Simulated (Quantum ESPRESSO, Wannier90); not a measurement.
**Wannierisation of Li2ZrTeO6 (R3)**

```
begin unit_cell_cart
ang
   -2.6229101334    4.5430136148    0.0000000000
   -5.2458202669    0.0000000000    0.0000000000
   -2.6229101334    1.5143378716    4.6848970000
end unit_cell_cart
begin atoms_frac
Li  -0.2764800000 -0.2764800000 -0.1705600000
Li   0.2125930000  0.2125930000  0.3622210000
Zr  -0.0008600000 -0.0008600000  0.0025800000
Te  -0.4962530000 -0.4962530000  0.4887590000
O    0.1394700000 -0.2411300000 -0.2901400000
O   -0.2411300000  0.3918000000 -0.2901400000
O    0.3918000000  0.1394700000 -0.2901400000
O    0.2842600000 -0.3887400000  0.2310900000
O   -0.3887400000 -0.1266100000  0.2310900000
O   -0.1266100000  0.2842600000  0.2310900000
end atoms_frac
```

Cell from Materials Project (mp-6782), symmetrised, no further relaxation. COD (Crystallography Open Database) has an entry of this formula and space group (matched by these alone). Computed values, not measurements, from PBEsol: Quantum ESPRESSO (norm-conserving PseudoDojo potentials, cutoff 68 Ry, no spin polarisation, no spin-orbit coupling) on a Γ-centred 4×4×4 mesh, then Wannier90. Density: 8×8×8 mesh, cold smearing 0.01 Ry. Spin-orbit coupling is left out although heavy elements are present.

A tight-binding model is made by disentanglement and projection with no localisation steps (num_iter = 0), so the 27 orbitals stay atom-like: hydrogen-like Zr: d; Te: s;p; O: p, axes along x, y, z; frozen window up to 4.26 eV relative to the valence-band maximum. It follows pw.x to 0.4 meV rms for states up to 3.8 eV relative to the valence-band maximum. Matrix elements depend on this choice of orbitals and windows.

Question: Which pairs of orbitals on different sites are coupled most strongly? Give distance, modulus and how many such pairs a cell has.

Answer: 
| orbital | orbital | distance of the centres (Å) | modulus (eV) | pairs |
|---|---|---|---|---|
| O px | Te s | 2.01 | 2.24 | 1 |
| O pz | Te px | 1.97 | 2.17 | 1 |
| O px | Te pz | 2.04 | 2.14 | 1 |
| O px | Zr dxz | 2.07 | 2.12 | 1 |
| O pz | Te px | 1.97 | 2.10 | 1 |
| O py | Te s | 1.99 | 2.09 | 1 |
| O px | Te pz | 1.99 | 2.06 | 1 |
| O px | Te s | 2.02 | 1.98 | 1 |
| O px | Te px | 2.03 | 1.98 | 1 |
| O pz | Te py | 1.96 | 1.97 | 2 |
| O py | Te pz | 2.02 | 1.96 | 2 |
| O py | Zr dyz | 2.03 | 1.83 | 1 |
| O pz | Te py | 1.99 | 1.80 | 1 |
| O py | Te s | 1.99 | 1.79 | 2 |
| O px | Zr dxz | 2.13 | 1.78 | 1 |
| O py | Te pz | 2.03 | 1.74 | 1 |
| O pz | Te py | 1.94 | 1.72 | 1 |
| O py | Te pz | 1.97 | 1.65 | 1 |
| O py | Te s | 2.01 | 1.64 | 1 |
| O px | Te px | 2.00 | 1.63 | 1 |
| O px | Te py | 1.94 | 1.62 | 1 |
| O pz | Te s | 1.99 | 1.60 | 3 |
| O py | Te px | 2.00 | 1.54 | 1 |
| O py | Te py | 2.01 | 1.52 | 1 |
| O py | Zr dyz | 2.11 | 1.51 | 1 |
| O px | Zr dyz | 2.04 | 1.49 | 1 |
| O pz | Zr dxy | 2.07 | 1.44 | 1 |
| O pz | Zr dx2-y2 | 2.07 | 1.43 | 1 |
| O pz | Te s | 1.95 | 1.39 | 3 |
| O px | Te s | 1.94 | 1.38 | 1 |
